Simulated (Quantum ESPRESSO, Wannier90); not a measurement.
**ZnCdS2 (P-4m2), plane waves to Wannier functions**

Materials Project entry mp-971712; symmetrised, unrelaxed at this level. Not found in the COD (Crystallography Open Database) copy used; not checked further. Computed values, not measurements, from PBEsol: Quantum ESPRESSO (norm-conserving PseudoDojo potentials, cutoff 82 Ry, spinors with spin-orbit coupling) on a Γ-centred 4×4×4 mesh, then Wannier90. Density: 8×8×6 mesh, cold smearing 0.01 Ry.

On the energy scale of pw.x, whose zero is arbitrary, the valence-band maximum lies at 7.03 eV.

Input w.win:

```
num_bands = 12
num_wann = 12
exclude_bands = 1-40,53-96
spinors = true
num_iter = 1000
conv_tol = 1.0e-6
conv_window = 4
write_hr = true
write_u_matrices = true
auto_projections = true
begin unit_cell_cart
ang
    3.9543500000    0.0000000000    0.0000000000
    0.0000000000    3.9543500000    0.0000000000
    0.0000000000    0.0000000000    5.7191200000
end unit_cell_cart
begin atoms_frac
Zn   0.0000000000  0.0000000000  0.5000000000
Cd   0.5000000000  0.5000000000  0.0000000000
S    0.5000000000  0.0000000000  0.2764200000
S    0.0000000000  0.5000000000 -0.2764200000
end atoms_frac
mp_grid = 4 4 4
begin kpoints
0.0000000000 0.0000000000 0.0000000000
0.0000000000 0.0000000000 0.2500000000
0.0000000000 0.0000000000 0.5000000000
... (61 more lines: the 4x4x4 mesh through Gamma)
end kpoints
```

Input of pw2wannier90.x that gives the overlap and projection files (equivalent; here they were cut from one run over all bands):

```
&inputpp
  outdir = './out'
  prefix = 'pwscf'
  seedname = 'w'
  write_amn = .true.
  write_mmn = .true.
  atom_proj = .true.
  atom_proj_exclude = 1 2 3 4 5 6 7 8 9 10 11 12 13 14 15 16 17 18 19 20 21 22 23 24 25 26 27 28 29 30 31 32 33 34 35 36 37 38 39 40 41 42 49 50
/
```

Output w.wout (banner and timings cut):

```
                                    ------
                                    SYSTEM
                                    ------

                              Lattice Vectors (Ang)
                    a_1     3.954350   0.000000   0.000000
                    a_2     0.000000   3.954350   0.000000
                    a_3     0.000000   0.000000   5.719120

                   Unit Cell Volume:      89.42922  (Ang^3)

                        Reciprocal-Space Vectors (Ang^-1)
                    b_1     1.588930   0.000000   0.000000
                    b_2     0.000000   1.588930   0.000000
                    b_3     0.000000   0.000000   1.098628

 *----------------------------------------------------------------------------*
 |   Site       Fractional Coordinate          Cartesian Coordinate (Ang)     |
 +----------------------------------------------------------------------------+
 | zn   1   0.00000   0.00000   0.50000   |    0.00000   0.00000   2.85956    |
 | cd   1   0.50000   0.50000   0.00000   |    1.97717   1.97717   0.00000    |
 | s    1   0.50000   0.00000   0.27642   |    1.97717   0.00000   1.58088    |
 | s    2   0.00000   0.50000  -0.27642   |    0.00000   1.97717  -1.58088    |
 *----------------------------------------------------------------------------*
                                ------------
                                K-POINT GRID
                                ------------

             Grid size =  4 x  4 x  4      Total points =   64

 *---------------------------------- MAIN ------------------------------------*
 |  Number of Wannier Functions               :                12             |
 |  Number of Objective Wannier Functions     :                12             |
 |  Number of input Bloch states              :                12             |
 |  Output verbosity (1=low, 5=high)          :                 1             |
 |  Timing Level (1=low, 5=high)              :                 1             |
 |  Optimisation (0=memory, 3=speed)          :                 3             |
 |  Length Unit                               :               Ang             |
 |  Post-processing setup (write *.nnkp)      :                 F             |
 |  Using Gamma-only branch of algorithms     :                 F             |
 *----------------------------------------------------------------------------*
 *------------------------------- WANNIERISE ---------------------------------*
 |  Total number of iterations                :              1000             |
 |  Number of CG steps before reset           :                 5             |
 |  Trial step length for line search         :             2.000             |
 |  Convergence tolerence                     :         0.100E-05             |
 |  Convergence window                        :                 4             |
 |  Iterations between writing output         :                 1             |
 |  Iterations between backing up to disk     :               100             |
 |  Write r^2_nm to file                      :                 F             |
 |  Write xyz WF centres to file              :                 F             |
 |  Write on-site energies <0n|H|0n> to file  :                 F             |
 |  Use guiding centre to control phases      :                 F             |
 |  Use phases for initial projections        :                 F             |
 *----------------------------------------------------------------------------*
 *-------------------------------- PLOTTING ----------------------------------*
 |  Plotting Hamiltonian in WF basis          :                 T             |
 *----------------------------------------------------------------------------*

       ... (k-mesh section left out)

 Starting a new Wannier90 calculation ...

 Reading overlaps from w.mmn

 Reading projections from w.amn

 *------------------------------- WANNIERISE ---------------------------------*
 +--------------------------------------------------------------------+<-- CONV
 | Iter  Delta Spread     RMS Gradient      Spread (Ang^2)            |<-- CONV
 +--------------------------------------------------------------------+<-- CONV

 ------------------------------------------------------------------------------
 Initial State
  WF centre and spread    1  (  1.977175, -0.000000,  1.595836 )     2.83123394
  WF centre and spread    2  (  1.977175, -0.000000,  1.533628 )     2.93422739
  WF centre and spread    3  (  1.977175,  0.000000,  1.533628 )     2.93422739
  WF centre and spread    4  (  1.977175, -0.000000,  1.595836 )     2.83123394
  WF centre and spread    5  (  1.977175,  0.000000,  1.566276 )     2.90353829
  WF centre and spread    6  (  1.977175,  0.000000,  1.566276 )     2.90353829
  WF centre and spread    7  ( -0.000000,  1.977175, -1.595836 )     2.83123394
  WF centre and spread    8  ( -0.000000,  1.977175, -1.533628 )     2.93422739
  WF centre and spread    9  ( -0.000000,  1.977175, -1.533628 )     2.93422739
  WF centre and spread   10  (  0.000000,  1.977175, -1.595836 )     2.83123394
  WF centre and spread   11  (  0.000000,  1.977175, -1.566276 )     2.90353829
  WF centre and spread   12  (  0.000000,  1.977175, -1.566276 )     2.90353829
  Sum of centres and spreads ( 11.863050, 11.863050,  0.000000 )    34.67599846

      0     0.347E+02     0.0000000000       34.6759984578  <-- CONV
        O_D=      0.0261431 O_OD=      1.8578627 O_TOT=     34.6759985 <-- SPRD
 ------------------------------------------------------------------------------
      1    -0.481E-01     0.3043923458       34.6278485954  <-- CONV
        O_D=      0.0242285 O_OD=      1.8116274 O_TOT=     34.6278486 <-- SPRD
      2    -0.118E-01     0.1519968691       34.6160709647  <-- CONV
        O_D=      0.0238762 O_OD=      1.8002022 O_TOT=     34.6160710 <-- SPRD
      3    -0.391E-02     0.0939700091       34.6121588706  <-- CONV
        O_D=      0.0237496 O_OD=      1.7964167 O_TOT=     34.6121589 <-- SPRD
      4    -0.878E-03     0.0477949768       34.6112804363  <-- CONV
        O_D=      0.0237560 O_OD=      1.7955318 O_TOT=     34.6112804 <-- SPRD
      5    -0.221E-03     0.0212659234       34.6110599311  <-- CONV
        O_D=      0.0237446 O_OD=      1.7953227 O_TOT=     34.6110599 <-- SPRD
       ... (lines left out)
    100    -0.458E-03     0.0285634611       33.9616763331  <-- CONV
        O_D=      0.0227611 O_OD=      1.1469226 O_TOT=     33.9616763 <-- SPRD
       ... (lines left out)
    200    -0.954E-04     0.0110877573       33.8935438151  <-- CONV
        O_D=      0.0271866 O_OD=      1.0743646 O_TOT=     33.8935438 <-- SPRD
       ... (lines left out)
    300    -0.425E-04     0.0069366882       33.8851935656  <-- CONV
        O_D=      0.0278193 O_OD=      1.0653816 O_TOT=     33.8851936 <-- SPRD
       ... (lines left out)
    365    -0.831E-06     0.0012354347       33.8847773353  <-- CONV
        O_D=      0.0278298 O_OD=      1.0649549 O_TOT=     33.8847773 <-- SPRD
    366    -0.713E-06     0.0010249391       33.8847766225  <-- CONV
        O_D=      0.0278301 O_OD=      1.0649539 O_TOT=     33.8847766 <-- SPRD
    367    -0.701E-06     0.0016885825       33.8847759215  <-- CONV
        O_D=      0.0278300 O_OD=      1.0649533 O_TOT=     33.8847759 <-- SPRD
             <<<     Delta < 1.000E-06  over  4 iterations     >>>
             <<< Wannierisation convergence criteria satisfied >>>
 Final State
  WF centre and spread    1  (  1.977175, -0.000000,  1.838407 )     2.82335587
  WF centre and spread    2  (  1.977175, -0.000000,  1.500234 )     2.97665916
  WF centre and spread    3  (  1.977175,  0.000000,  1.500234 )     2.97665916
  WF centre and spread    4  (  1.977175, -0.000000,  1.838407 )     2.82335587
  WF centre and spread    5  (  1.977175, -0.000000,  1.355826 )     2.67117895
  WF centre and spread    6  (  1.977175,  0.000000,  1.355826 )     2.67117895
  WF centre and spread    7  ( -0.000000,  1.977175, -1.838407 )     2.82335587
  WF centre and spread    8  ( -0.000000,  1.977175, -1.500234 )     2.97665916
  WF centre and spread    9  ( -0.000000,  1.977175, -1.500234 )     2.97665916
  WF centre and spread   10  ( -0.000000,  1.977175, -1.838407 )     2.82335587
  WF centre and spread   11  (  0.000000,  1.977175, -1.355826 )     2.67117895
  WF centre and spread   12  (  0.000000,  1.977175, -1.355826 )     2.67117895
  Sum of centres and spreads ( 11.863050, 11.863050,  0.000000 )    33.88477592

         Spreads (Ang^2)       Omega I      =    32.791992625
        ================       Omega D      =     0.027829972
                               Omega OD     =     1.064953325
    Final Spread (Ang^2)       Omega Total  =    33.884775921
```
